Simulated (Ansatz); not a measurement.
Ga$_{2}$O$_{3}$ (corundum, R-3c), r²SCAN (plane waves, PAW; program Ansatz), all energies at zero smearing, with the estimated change up to a 700 eV cutoff added, with one set of potentials and settings (totals compare only within such a set). Cell of 10 atoms (4 Ga, 6 O): -18577.717 eV.

```
element                            reference phase  E (eV/atom)
-------  -----------------------------------------  -----------
Ga                       Cmce, 4 atoms in the cell   -3790.2722
O        C2/m, 4 atoms in the cell, spin-polarised    -566.0346
```

Formation energy per atom, worked out: (-18577.717 − 4×(-3790.2722) − 6×(-566.0346))/10 = -2.042 eV/atom (-197 kJ per mol of atoms), at 0 K, without zero-point energy or fitted corrections.

The cell was relaxed with r²SCAN under the symmetry of its start; of distortions, only those at the zone centre were tested. The references are the lowest solids computed at this level, not always the standard phases (solids in place of the gases).

Potentials: the earlier of the program's two PAW sets.
